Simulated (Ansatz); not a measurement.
NaMoO2 in space group C2/m (No. 12; Na on 2d, Mo on 2a, O on 4i) at seven volumes, r²SCAN in the plane-wave PAW code Ansatz, shape and atoms relaxed at each. One row is withheld.

| V (Å³/atom) | P (GPa) |
|---|---|
| 10.154 | 12.78 |
| 10.489 | ? |
| 10.823 | 3.53 |
| 11.158 | 0.00 |
| 11.493 | -2.96 |
| 11.828 | -5.45 |
| 12.162 | -7.56 |

Q: Fit the shown pressures and predict the withheld one.

A: P = (3/2)B₀(x^(7/2) − x^(5/2))[1 + (3/4)(B′ − 4)(x − 1)] with x = (V₀/V)^(2/3). Least squares on the six rows gives V₀ = 11.158 Å³/atom, B₀ = 108 GPa, B′ = 4.83. At V = 10.489, x = 1.0421 and P = 7.76 GPa. The run itself gave 7.74 GPa.

The workflow started from a Materials Project entry (that database holds measured and hypothetical structures alike); the Crystallography Open Database copy checked does not list it. Its standing as an ambient phase is unchecked. The r²SCAN relaxation kept the symmetry of its start, as lowered by the spin order; its stability against distortions is not shown here. The final state is antiferromagnetic, chosen from 4 collinear starts compared on coarse meshes (ties went to the first, and starts can fall back to one state), not a proven ground state. Other orbital occupations within this spin state were not tried. No Hubbard U is applied.

Potentials: the later of the program's two PAW sets.
